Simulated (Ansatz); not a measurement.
The cell is COD entry 1539203, as deposited and not checked against the literature; nothing was relaxed. The listed cell was then made from it by scaling, straining or moving an atom.

Sb: DFT, PBEsol, PAW with Ansatz's default frozen-core files, scalar-relativistic (Ansatz 0.2.0). What sets it apart from a plain run of this crystal: equal xy, yz and zx engineering shear strains of -2 %.

Command: `ansatz run input.yaml --threads 1 --pin off --max-ram 3072MiB --backend cpu --events-out ev --progress --plain --runs-dir out` The run took 24 s on 1 thread of Arm Neoverse V1, with other jobs on the host, peak memory 0.64 GiB.

```yaml
crystal:
  lattice:
    - [3.3690001795, -0.0336900018, -0.0336900018]
    - [-1.7136764872, 2.9344847417, -0.0123313965]
    - [-0.0533, -0.0533, 5.33]
  atoms:
    - { symbol: Sb, position: [0.3333333333, 0.6666666667, 0.25] }
    - { symbol: Sb, position: [0.6666666667, 0.3333333333, 0.75] }
kpoints:
  mp_grid: { grid: [12, 12, 7] }
scf:
  occupations: { method: fermi_dirac, width: 0.05 }
hamiltonian:
  xc: pbesol
  pseudopotentials: { kind: paw }
output:
  forces: true
  stress: true
  eigenvalues: true
  efg: { contact_densities: true }
```

Output (standing set-up lines are left out):

```
Crystal: 2 atoms, lattice volume = 52.376 Å³
Basis set: ecut = 420 eV, 1051 PW (Γ), exchange–correlation on 48×48×72 points (8 copies of the dense FFT grid, shifted against one another)
Symmetry: 2 space group operations
Space group: P-1 (ITA 2), of the structure as read, at distance tolerance 3.7e-5 Å
k-points: 506 of 1008
SCF iter   1: F=—  HF=-12815.724758 eV  |F-HF|=—  |Δ(HF+E_count)|=         —  Δρ=2.58e-3  dr2=1.85e-3  ethr=1.77e-3  ⟨swp⟩=5.9  Hψ=47317  notcnv=0
preconditioner: auto → Kerker (q_TF=auto, 2.486 Å⁻¹)  [metal: Δε(μ)=0.004 eV  Ē_g=8.645 eV  σ=0.050 eV  W_gap=0.02  n_scr=20 (ndim 8)  ℏωp=16.2 eV  f_vac=0.000  D(μ)=1.27/eV (n_scr^D=2)]
SCF iter   2: F=—  HF=-12815.722662 eV  |F-HF|=—  |Δ(HF+E_count)|=   2.10e-3  Δρ=1.70e-3  dr2=8.27e-4  ethr=6.16e-6  ⟨swp⟩=2.6  Hψ=20364  notcnv=0  defer=10
SCF iter   3: F=—  HF=-12815.722560 eV  |F-HF|=—  |Δ(HF+E_count)|=   1.02e-4  Δρ=7.56e-4  dr2=1.43e-4  ethr=2.76e-6  ⟨swp⟩=2.0  Hψ=17170  notcnv=0  defer=10
SCF iter   4: F=—  HF=-12815.722450 eV  |F-HF|=—  |Δ(HF+E_count)|=   1.09e-4  Δρ=1.22e-4  dr2=4.61e-6  ethr=4.76e-7  ⟨swp⟩=2.0  Hψ=17161  notcnv=0  defer=10
SCF iter   5: F=—  HF=-12815.722448 eV  |F-HF|=—  |Δ(HF+E_count)|=   2.48e-6  Δρ=6.81e-5  dr2=1.31e-6  ethr=1.54e-8  ⟨swp⟩=1.0  Hψ=9553  notcnv=0  defer=10
SCF iter   6: F=—  HF=-12815.722447 eV  |F-HF|=—  |Δ(HF+E_count)|=   6.61e-7  Δρ=2.05e-5  dr2=1.23e-7  ethr=4.37e-9  ⟨swp⟩=2.2  Hψ=15945  notcnv=0  defer=10
SCF iter   7: F=-12815.722447 eV  HF=-12815.722447 eV  |F-HF|=8.04e-9  |Δ(HF+E_count)|=   6.52e-8  Δρ=4.92e-6  dr2=7.26e-9  ethr=3.33e-10  ⟨swp⟩=5.4  Hψ=33440  notcnv=0
SCF 1 converged in 7 iterations: F = -12815.722447 eV  dr2 = 7.26e-9
  greatest PAW one-centre occupation: 0.996 electrons in one spin orbital (limit 2), on the Sb atom at site 1 (counted from 0), in its partial waves of l = 2
SCF converged after 7 iterations
Free energy (F): -12815.722447 eV
Harris-Foulkes:  -12815.722447 eV  (|F-HF|=8.04e-9)
Internal energy: -12815.712071 eV  (E = F + TS)
E sigma→0 (E₀):  -12815.717259 eV
Entropy (-TS):   -0.010376 eV (-5.188 meV/atom)
Fermi energy:    12.005172 eV
--- Per-component energies (eV) ---
  E_band       = -278.753252
  E_kinetic    = 414.881298
  E_local      = -2827.473929  (includes V_loc(G=0)·N_el)
  E_nonlocal   = 726.819999
  E_hartree    = 1292.992190
  E_xc         = -275.755293
  E_vxc        = -194.179718  (∫ρ·V_xc dr)
  E_paw        = -8997.460278  (= ΣΔE_a)
  E_vpaw       = -984.779453  (= ΣTr[D̂ρ^β])
  E_aug_tail   = -0.000004  (compensation charges beyond the density's cutoff)
  E_ewald      = -3150.379767
  E_core_change = 0.663714  (= ΣΔE_core)
  E_smearing   = -0.010376  (= −TS)
  E_closure    = -0.000000  (closes the sum)
  Σ components = -12815.722447   (vs F -12815.722447, Δ=0.00e0)
--- Forces (eV/Å), atoms counted from 1 ---
  atom   1  Sb     0.02942534    -0.00132971    -0.00154206
  atom   2  Sb    -0.02942534     0.00132971     0.00154206
  max |Σ_I F_I| component: 0.00e0 eV/Å
--- Stress (GPa, compression-positive) ---
        0.161847      -0.282109       0.079527
       -0.282109       0.277874       0.102309
        0.079527       0.102309      -0.854904
  P = ⅓ Tr σ = -0.1384 GPa (-1.384 kbar)
--- PAW observables at the nuclei: V_zz in 10²¹ V/m², potentials from the cell's mean, atoms counted from 1 ---
  atom   1  Sb V_zz =    +2.403274   η = 0.5966   by run symmetry: allowed
            electrostatic potential = -8412.004991 V   contact ρ = 1348219.403501 e/Å³
  atom   2  Sb V_zz =    +2.403274   η = 0.5966   by run symmetry: allowed
            electrostatic potential = -8412.004991 V   contact ρ = 1348219.403501 e/Å³
--- Band table (eV; the first three rows and the last of 506) ---
  k-point 0: bands = ["-17.2620", "-17.2562", "-17.2462", "-17.2422", "-17.2412", "-17.2398", "-17.2374", "-17.2328", "-17.1782", "-17.1775", "-1.1869", "3.0564", "6.0356", "15.1889", "15.4373", "16.9715", "17.2340", "18.0478", "19.5311"]
  k-point 1: bands = ["-17.2620", "-17.2568", "-17.2520", "-17.2468", "-17.2425", "-17.2349", "-17.2312", "-17.2285", "-17.1796", "-17.1790", "-1.0775", "2.4745", "6.8345", "15.2712", "15.5189", "16.8965", "17.0012", "17.1774", "19.6095"]
  k-point 2: bands = ["-17.2615", "-17.2585", "-17.2550", "-17.2503", "-17.2466", "-17.2394", "-17.2178", "-17.2160", "-17.1840", "-17.1837", "-0.7499", "1.4713", "8.4843", "14.9308", "15.5088", "15.7534", "16.6691", "16.9194", "19.8476"]
  k-point 505: bands = ["-17.2829", "-17.2793", "-17.2525", "-17.2491", "-17.2294", "-17.2098", "-17.1795", "-17.1704", "-17.1688", "-17.1672", "3.0451", "3.4751", "6.3074", "6.7553", "13.3216", "13.4181", "14.0298", "14.3773", "17.5937"]
```
